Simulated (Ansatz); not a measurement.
An Ansatz (a first-principles code) run. Input:

Ansatz 0.2 input:
```yaml
crystal:
  lattice:
    - [2.5922081983, 1.4966121011, 4.5628193052]
    - [-2.5922081983, 1.4966121011, 4.5628193052]
    - [0.0, -2.9932242022, 4.5628193052]
  atoms:
    - { symbol: Li, position: [0.75, 0.75, 0.75] }
    - { symbol: Li, position: [0.25, 0.25, 0.25] }
    - { symbol: Nb, position: [0.0, 0.0, 0.0] }
    - { symbol: Nb, position: [0.5, 0.5, 0.5] }
    - { symbol: O, position: [0.6284542259, 0.8715457741, 0.25] }
    - { symbol: O, position: [0.3715457741, 0.1284542259, 0.75] }
    - { symbol: O, position: [0.25, 0.6284542259, 0.8715457741] }
    - { symbol: O, position: [0.75, 0.3715457741, 0.1284542259] }
    - { symbol: O, position: [0.8715457741, 0.25, 0.6284542259] }
    - { symbol: O, position: [0.1284542259, 0.75, 0.3715457741] }
kpoints:
  mp_grid: { grid: [7, 7, 7] }
hamiltonian:
  xc: r2scan
  pseudopotentials: { kind: paw }
scf:
  occupations: { method: fixed }
checkpoint: { read: static.run }
output: { bader: true, populations: true }
```

Output (shortened):

```
Pseudopotentials: kind: paw
Pseudopotential: Li, paw, valence charge 3
Pseudopotential: Nb, paw, valence charge 13
Pseudopotential: O, paw, valence charge 6
Functional definition: r2SCAN
Crystal: 10 atoms, lattice volume = 106.210 Å³
Basis set: ecut = 500 eV, 2699 PW (Γ), exchange–correlation on 160×160×160 points (64 copies of the dense FFT grid, shifted against one another)
Bands: 44, of which v1, the nominal top of the filled ones, is band 34 counted from 1 (33 counted from 0)
Symmetry: 12 space group operations
Space group: R-3c (ITA 167), of the structure as read, at distance tolerance 4.7e-5 Å
k-points: 44 of 343
PAW frozen core: Nb, regenerated for the run's functional
PAW frozen core: O, regenerated for the run's functional
Initial density: read from a saved state, or passed on in memory by an earlier SCF of this step, an earlier step, the calling program or the single point that …
Stability of the state it starts from, as read at its close in the unpolarized treatment …
Initial wavefunctions: pseudopotential atomic-orbital guess
Eigensolver: davidson
Functional: x = r2scan, c = r2scan; τ floored in thin density (d = 2e-4 eV/Å³)
iter 1 solved again at ethr=4.21e-8 eV; its pass at ethr=3.10e-3 eV (dr2=2.86e-5 eV) is discarded
SCF iter   1: F=—  HF=-12961.069177 eV  |F-HF|=—  |Δ(HF+E_count)|=         —  Δρ=1.34e-6  dr2=1.66e-9  dr2_τ=1.45e-10  ethr=4.21e-8  ⟨swp⟩=3.7  Hψ=11432  notcnv=0  defer=350
all-band conjugate gradients solve this SCF's bands
preconditioner: auto → Resta (q_TF=auto, 2.533 Å⁻¹)
SCF iter   2: F=-12961.069177 eV  HF=-12961.069177 eV  |F-HF|=1.82e-9  |Δ(HF+E_count)|=   4.27e-8  Δρ=1.42e-6  dr2=2.12e-9  dr2_τ=4.40e-10  ethr=2.44e-12  ⟨swp⟩=10.1  Hψ=8307  notcnv=0
SCF 1 converged in 2 iterations: F = -12961.069177 eV  dr2 = 2.12e-9
SCF converged after 2 iterations
Free energy (F): -12961.069177 eV
Harris-Foulkes:  -12961.069177 eV  (|F-HF|=1.82e-9)
Internal energy: -12961.069177 eV  (E = F + TS)
E sigma→0 (E₀):  -12961.069177 eV
Fermi energy:    7.065749 eV
--- Per-component energies (eV) ---
  E_band       = -583.060127
  E_kinetic    = 1890.540599
  E_local      = -4271.319353  (includes V_loc(G=0)·N_el)
  E_nonlocal   = 443.001034
  E_hartree    = 1444.119924
  E_xc         = -804.074967
  E_vxc        = -1141.893972  (∫ρ·V_xc dr)
  E_paw        = -7179.764766  (= ΣΔE_a)
  E_vpaw       = -464.141494  (= ΣTr[D̂ρ^β])
  E_aug_tail   = 0.006147  (compensation charges beyond the density's cutoff)
  E_vtau       = 72.507387  (kinetic-family band-sum trace: ∫τ·v_τ [+ j·A + Jᵃ·Aᵃ] dr)
  E_ewald      = -4483.001288
  E_core_change = -0.576507  (= ΣΔE_core)
  E_smearing   =  0.000000  (= −TS)
  E_closure    = 0.000000  (closes the sum)
  Σ components = -12961.069177   (vs F -12961.069177, Δ=0.00e0)
  [band-id]    e_kinetic+e_local+e_nonlocal+2·e_hartree+e_vxc+e_vpaw+e_augmentation_tail+e_vtau = -583.059804   (vs E_band -583.060127, Δ=3.23e-4)
--- Band table (eV; the first three rows and the last of 44) ---
  k-point 0: bands = ["-49.0911", "-49.0741", "-36.8950", "-36.8930", "-24.6022", "-24.6022", "-24.5878", "-24.4070", "-24.4070", "-24.3682", "-11.0106", "-10.5214", "-10.5214", "-9.2169", "-9.2125", "-9.2125", "2.0020", "2.0020", "2.4549", "2.5896", "2.5896", "3.6063", "4.7757", "4.7757", "5.3758", "5.6771", "6.2930", "6.5754", "6.5754", "6.7888", "6.7888", "6.8511", "6.8511", "7.0025", "10.0928", "10.0928", "10.2485", "12.1963", "12.1963", "13.1899", "14.9582", "15.0434", "15.0434", "18.6701"]
  k-point 1: bands = ["-49.0903", "-49.0750", "-36.8949", "-36.8931", "-24.5935", "-24.5930", "-24.5773", "-24.4175", "-24.4171", "-24.3795", "-10.9293", "-10.4664", "-10.4636", "-9.3079", "-9.2886", "-9.2868", "2.1532", "2.1713", "2.5874", "2.6775", "2.6905", "3.6072", "4.6381", "4.7436", "5.1875", "5.5898", "6.1301", "6.3107", "6.4391", "6.6361", "6.7161", "6.7908", "6.9049", "6.9970", "10.2857", "10.3400", "10.4727", "12.2842", "12.2895", "13.0328", "14.9921", "15.0722", "15.2354", "18.3608"]
  k-point 2: bands = ["-49.0879", "-49.0773", "-36.8946", "-36.8934", "-24.5685", "-24.5670", "-24.5479", "-24.4467", "-24.4454", "-24.4109", "-10.6988", "-10.3115", "-10.2993", "-9.5676", "-9.4855", "-9.4844", "2.5676", "2.6014", "2.9064", "2.9697", "3.0500", "3.6540", "4.2919", "4.5065", "4.6677", "5.2984", "5.5036", "5.6141", "6.2878", "6.6175", "6.6635", "6.7080", "6.9487", "6.9706", "10.7770", "10.8502", "10.9987", "12.3133", "12.3221", "12.6262", "15.1122", "15.3334", "15.9176", "17.7367"]
  k-point 43: bands = ["-49.0831", "-49.0821", "-36.8941", "-36.8940", "-24.5701", "-24.5325", "-24.5191", "-24.4809", "-24.4622", "-24.4253", "-10.3804", "-10.2189", "-10.0070", "-9.9038", "-9.8097", "-9.6095", "2.6672", "2.9957", "3.2679", "3.5201", "3.6710", "3.8988", "4.0090", "4.1387", "4.3491", "4.5900", "4.9311", "5.2771", "6.2036", "6.3386", "6.5593", "6.6996", "6.7046", "6.7832", "11.4605", "11.4745", "11.8318", "12.0190", "12.2055", "12.2759", "15.6495", "15.9545", "16.6585", "16.7576"]
  band table: 44 of 44 bands, residual norms ≤ 1.0e-3 eV
--- Löwdin populations: 10 sites ---
  site symbol       q [e]
     0     Li      2.2428
     1     Li      2.2428
     2     Nb     11.3537
     3     Nb     11.3537
     4      O      6.7406
     5      O      6.7406
     6      O      6.7406
     7      O      6.7406
     8      O      6.7406
     9      O      6.7406
  spilling = 0.005344 (of n_electrons = 68.000000)
--- Bader charges: 10 sites ---
  site symbol  charge [e]  shift [e]
     0     Li      0.9108     0.0006
     1     Li      0.9109     0.0006
     2     Nb      2.9209     0.0034
     3     Nb      2.9209     0.0034
     4      O     -1.2772     0.0013
     5      O     -1.2773     0.0013
     6      O     -1.2772     0.0013
     7      O     -1.2772     0.0013
     8      O     -1.2772     0.0013
     9      O     -1.2772     0.0013
  shift: an alarm, by how much a part of what the PAW files miss would move the charge. Where it is large, compare
  with a run on PAW files of another source; a small one proves nothing
  estimated error of the sums over rays = 8.4e-4 e
```

Cost: around 80 core-seconds (rough) on shared cores.

The workflow started from a Materials Project entry (that database holds measured and hypothetical structures alike); the Crystallography Open Database files this formula in space group No. 167, but the cells were not matched. It is not the phase usual at ambient conditions (space group No. 161). Symmetry was held in the r²SCAN relaxation; whether a distortion lowers the energy is not shown. No spin polarisation was allowed. Scalar-relativistic: spin–orbit coupling is off unless named, which matters more the heavier the elements.

Potentials: the later of the program's two PAW sets.

Ansatz is a plane-wave DFT program.
